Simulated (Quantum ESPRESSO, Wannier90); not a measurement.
## SnO2 (Pnnm), plane waves to Wannier functions

```xyz
6
Lattice="4.7880 0.0000 0.0000 0.0000 4.8666 0.0000 0.0000 0.0000 3.2409" Properties=species:S:1:pos:R:3 pbc="T T T"
Sn     2.3940     2.4333     1.6204
Sn     0.0000     0.0000     0.0000
O      1.3974     1.5624     0.0000
O     -1.3974    -1.5624     0.0000
O     -0.9966     0.8709     1.6204
O      0.9966    -0.8709     1.6204
```

Materials Project entry mp-550172; symmetrised, unrelaxed at this level. Not found in the COD (Crystallography Open Database) copy used, which has the formula in other groups; not checked further. Computed values, not measurements, from LDA: Quantum ESPRESSO (norm-conserving PseudoDojo potentials, cutoff 68 Ry, no spin polarisation, no spin-orbit coupling) on a Γ-centred 6×6×10 mesh, then Wannier90. Density: 6×6×10 mesh, Gaussian smearing 0.01 Ry. Spin-orbit coupling is left out although heavy elements are present.

A tight-binding model is made by disentanglement and projection with no localisation steps (num_iter = 0), so the 24 orbitals stay atom-like: hydrogen-like Sn: s;p; O: s;p, axes along x, y, z; frozen window up to 2.16 eV relative to the valence-band maximum. It follows pw.x to 0.2 meV rms for states up to 1.7 eV relative to the valence-band maximum. Matrix elements depend on this choice of orbitals and windows.

The 45 largest hoppings ⟨m,0|H|n,R⟩ between different sites (one of each Hermitian pair; signs follow the real orbitals' lobes; the list may end inside a set of equal values):

```csv
m,n,R,distance of the centres (Å),t (eV)
O4 px,Sn2 py,0 0 0,2.10,1.784
O3 px,Sn2 py,0 0 0,2.10,1.784
Sn1 py,O5 px,1 0 0,2.10,-1.784
Sn1 py,O6 px,0 1 0,2.10,-1.784
Sn1 px,O5 py,1 0 0,2.11,-1.773
Sn1 px,O6 py,0 1 0,2.10,-1.773
O3 py,Sn2 px,0 0 0,2.11,1.772
O4 py,Sn2 px,0 0 0,2.10,1.772
Sn1 s,O3 pz,0 0 1,2.10,1.754
Sn1 s,O4 pz,1 1 1,2.10,1.754
O6 pz,Sn2 s,0 0 0,2.10,1.754
O6 pz,Sn2 s,0 0 1,2.10,-1.754
O5 pz,Sn2 s,0 0 0,2.10,1.754
O3 pz,Sn1 s,0 0 0,2.10,-1.754
O5 pz,Sn2 s,0 0 1,2.10,-1.754
Sn1 s,O4 pz,1 1 0,2.10,-1.754
O4 py,Sn2 s,0 0 0,2.11,-1.613
Sn1 s,O5 py,1 0 0,2.11,-1.613
O3 py,Sn2 s,0 0 0,2.11,1.613
Sn1 s,O6 py,0 1 0,2.11,1.613
Sn1 pz,O4 s,1 1 1,2.07,-1.591
O3 s,Sn1 pz,0 0 0,2.08,1.590
Sn1 pz,O3 s,0 0 1,2.07,-1.590
Sn1 pz,O4 s,1 1 0,2.08,1.590
O6 s,Sn2 pz,0 0 0,2.07,-1.590
O6 s,Sn2 pz,0 0 1,2.07,1.590
O5 s,Sn2 pz,0 0 0,2.07,-1.589
O5 s,Sn2 pz,0 0 1,2.07,1.589
Sn1 py,O6 s,0 1 0,2.12,-1.509
Sn1 py,O5 s,1 0 0,2.12,1.509
O3 s,Sn2 py,0 0 0,2.12,-1.509
O4 s,Sn2 py,0 0 0,2.12,1.509
O4 px,Sn2 s,0 0 0,2.10,-1.468
Sn1 s,O5 px,1 0 0,2.10,1.468
O3 px,Sn2 s,0 0 0,2.10,1.468
Sn1 s,O6 px,0 1 0,2.10,-1.468
Sn1 pz,O3 pz,0 0 1,2.10,1.415
Sn1 pz,O4 pz,1 1 1,2.10,1.415
O6 pz,Sn2 pz,0 0 0,2.10,1.415
O3 pz,Sn1 pz,0 0 0,2.10,1.415
Sn1 pz,O4 pz,1 1 0,2.10,1.415
O5 pz,Sn2 pz,0 0 1,2.10,1.415
O5 pz,Sn2 pz,0 0 0,2.10,1.415
O6 pz,Sn2 pz,0 0 1,2.10,1.415
O6 pz,Sn2 px,0 0 0,2.10,1.325
```
